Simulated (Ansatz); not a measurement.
# Structures of WS₃: which is lowest?

Plane-wave DFT in Ansatz with scalar-relativistic PAW potentials, cutoff 420 eV, Γ-centred meshes chosen by cell and gap, Gaussian smearing with energies taken to zero width. Every cell was relaxed (cell and atoms) in a run of its own, within the symmetry of its start. Functional: PBEsol.

Relaxed structures (starts from databases or built by putting these elements on another compound's sites):
A. Pm-3m, 4 atoms in the computed cell, a = 4.637 Å; sites (symmetry × multiplicity) W m-3m × 1, S 4/mm.m × 3; start: built
B. P4/nmm, 8 atoms in the computed cell, a = 6.528 Å, c = 4.675 Å; sites (symmetry × multiplicity) W 4mm × 2, S ..2/m × 4 + 4mm × 2; start: built

**Question.** Rank them by energy. Could pressure change the order?

**Answer.**
```csv
structure,group,E − E(lowest) (meV/atom),V (Å³/atom),gap on mesh (eV)
A,Pm-3m,0.0,24.92,0.00
B,P4/nmm,2.1,24.91,0.00
```

A and B are level within the 5 meV/atom that separate runs leave open. The two lowest differ in volume by under 3 %, too little for a first-order estimate of what pressure does to that pair (other pairs aren't weighed here). Other structures may lie lower than all of these, and vibrations aren't counted.

Spin-orbit coupling is left out, which matters for the bands of heavy elements.